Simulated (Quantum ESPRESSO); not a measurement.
# Computed records: TaIn₂Cu₃Mo₂ (simulated cell)

All values are calculated (Quantum ESPRESSO 7.5). Calculation on a made-up metal alloy cell, not a measurement: no spin or spin-orbit, unrelaxed, 2900 K smearing, stress positive in tension, cell energy less fitted offsets; periodic Kohn-Sham density functional theory in plane waves with PseudoDojo standard norm-conserving scalar-relativistic pseudopotentials, each functional with its own files (v0.5 for PBE, v0.4.1 for LDA and PBEsol), eight atoms on drawn sites of a strained close-packed or body-centred lattice, each displaced and held fixed; the energy is the cell's free energy, ions and the entropy term -TS included, at the stated Fermi-Dirac width, less a fixed offset for each atom's element (shifted free energy); compositions with an open d shell lost a parallel starting moment in a cheaper test run, and other magnetic orders were not tried; an error bar is the largest change of its kind in a tighter rerun, never given below 0.002 eV, 0.02 GPa or 0.003 eV/angstrom, and covers cutoff and k-mesh only, not smearing or the files.

```yaml
- formula: TaIn2Cu3Mo2
  kind: "simulated cell"
  structure:
    cell_angstrom:
      - [3.0196, -0.0674, 4.6795]
      - [2.8519, -0.0363, -4.5736]
      - [-3.0255, 5.0298, -0.07]
    atoms_fractional:
      - [In, 0.0021, 0.01852, -0.00407]
      - [Ta, -0.01013, -0.02218, 0.48185]
      - [Cu, 0.38986, 0.89597, 0.31649]
      - [Cu, 0.38309, 0.89491, 0.80749]
      - [In, 0.5119, 0.51623, 0.00168]
      - [Mo, 0.50439, 0.52456, 0.49818]
      - [Cu, 0.91573, 0.43857, 0.36913]
      - [Mo, 0.90598, 0.41281, 0.84137]
  settings:
    lattice_type: "hexagonal close-packed"
    functional: pbe
    "cutoff [eV]": 1252
    "fermi_dirac_smearing [eV]": 0.25
    electrons_removed: 0
    run_command: "mpirun -np 4 pw.x -nk 4 -in in"
    run_processor: "Intel Xeon, 2023 or later, virtual cores"
    k_mesh: "5 x 5 x 5 shifted half a step off Gamma on each axis"
    atom_site: [1, 2, 3, 4, 5, 6, 7, 8]
    "atom_energy_offset [eV]": [-1808.02, -1771.44, -5159.25, -5159.25, -1808.02, -1911.95, -5159.25, -1911.95]
  results:
    "stress_zz [GPa]": null
    "stress_yy [GPa]": null
    "shifted_free_energy [eV]": null
  notes: ["the copper pseudopotential is less sure than most, with forces differing by about three percent and pressure by about two GPa from a second method on plain copper", "heavy elements are run without spin-orbit coupling, which real alloys of them have", "a spin test at this wide smearing found no moment, but such smearing suppresses magnetism that the real alloy may have", "lattice, volume and sites are drawn at random and may be unstable or far from any real phase", "energies are for the whole cell, less offsets fitted to these runs, so they are not formation energies", "error bars: energy 0.0045 eV, stress 0.031 GPa, force 0.0045 eV/Å, from a tighter rerun of a related cell, whose elements or sites may differ", "17 SCF iterations, 321 s of wall time on a shared machine"]
```

## Withheld values
1. TaIn₂Cu₃Mo₂ (simulated cell): stress zz?
2. Give the missing stress yy for TaIn₂Cu₃Mo₂ (simulated cell).
3. What shifted free energy does the calculation give for TaIn₂Cu₃Mo₂ (simulated cell)?
4. Give the table of forces values for TaIn₂Cu₃Mo₂ (simulated cell).

Calculated values
1. 4.91 GPa
2. 0.6 GPa
3. 0.371 eV
4. 
Forces:
| site | x (eV/Å) | y (eV/Å) | z (eV/Å) |
| --- | --- | --- | --- |
| 1 | -0.246 | 0.54 | 0.504 |
| 2 | 0.813 | 1.99 | -0.454 |
| 3 | 0.368 | 0.426 | -0.167 |
| 4 | 0.257 | -0.081 | 0.139 |
| 5 | -0.966 | -1.06 | -0.196 |
| 6 | -0.183 | 0.434 | 0.073 |
| 7 | -0.333 | -0.241 | 0.613 |
| 8 | 0.29 | -2.009 | -0.513 |

Further results for TaIn₂Cu₃Mo₂ (simulated cell):

```
entropy term negative ts : -1.184 eV
pressure                 : -2.98 GPa
stress xx                : 3.43 GPa
stress yz                : -0.47 GPa
stress xz                : 1.96 GPa
stress xy                : -2.06 GPa
```
